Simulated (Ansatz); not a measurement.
A scan (energy against volume; even scaling of the relaxed cell, symmetry kept) gave these values. These are PBEsol (plane waves to 420 eV, PAW, scalar-relativistic; Ansatz, an electronic-structure program) values and carry that method's errors.

| Quantity | Value |
|---|---|
| Bulk modulus at fixed cell shape B₀ (third-order Birch-Murnaghan fit) | 34.7 GPa |
| Pressure derivative B₀′ (fit) | 5.1 |
| Equilibrium volume of the fit | 30.49 Å³/atom |

Of these crystals, all scanned alike, which one is it?
A. VO₂ (rutile)
B. SrTl₂ (space group P6_3/mmc)
C. CoSn (CoSn type, space group P6/mmm)
D. SnP₃ (space group R-3m)

B, SrTl₂ (space group P6_3/mmc). The others have, for the bulk modulus at fixed cell shape: CoSn 146 GPa, SnP3 54.1 GPa, VO2 246 GPa

All were relaxed with their symmetry unable to fall. CoSn is run without spin polarisation. Relaxed VO2 ends ferromagnetic. Spin-orbit coupling is left out. This is a high-temperature form of VO2. VO2 is run spin-polarised and with no Hubbard U. The magnetic order is the one the run started from; other orders were not tried. (This holds for the magnetic or f-shell members.) With the shape held, the modulus is that of even scaling; a crystal free to change shape is softer.

(A scan under strain: stresses follow from slopes of the energy per volume, elastic moduli from its curvatures.)
